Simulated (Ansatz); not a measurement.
HgPd:
```yaml
crystal:
  lattice:
    - [3.01772, 0.00000, 0.00000]
    - [0.00000, 3.01772, 0.00000]
    - [0.00000, 0.00000, 3.72515]
  atoms:
    - { symbol: Hg, position: [0.00000, 0.00000, 0.00000] }
    - { symbol: Pd, position: [0.50000, 0.50000, 0.50000] }
```

Relaxed with PBEsol. Special points in fractions of this cell's reciprocal vectors: Γ (0.000, 0.000, 0.000); X (0.000, 0.500, 0.000); M (0.500, 0.500, 0.000); Z (0.000, 0.000, 0.500); R (0.000, 0.500, 0.500); A (0.500, 0.500, 0.500).

**Question.** List the band energies nearest the Fermi level at these points for the program Ansatz at the PBEsol with spin–orbit coupling level (PAW).

**Answer.** In eV from the Fermi level; about four levels below and three above (degenerate sets whole), none deeper than 8.9 eV; points with the same levels are listed once.

| k | below | above |
|---|---|---|
| Γ | -1.54 -1.54 -1.20 -1.20 | 2.27 2.27 7.59 7.59 |
| X | -2.47 -2.47 -1.95 -1.95 | 0.24 0.24 9.58 9.58 |
| M | -0.81 -0.81 -0.56 -0.56 | 0.22 0.22 3.27 3.27 |
| Z | -1.84 -1.84 -1.52 -1.52 | 11.64 11.64 13.42 13.42 |
| R | -1.28 -1.28 -0.84 -0.84 | 2.00 2.00 4.48 4.48 |
| A | -1.71 -1.71 -0.82 -0.82 | 1.67 1.67 4.68 4.68 |

Space group P4/mmm (L1₀ or tetragonal B2). The workflow started from an entry of the Crystallography Open Database (COD). Whether it is the stable phase at ambient conditions was not checked. The PBEsol relaxation kept the symmetry of its start; of distortions, only those at the zone centre were tested. The run is not spin-polarised.

Potentials: the later of the program's two PAW sets.
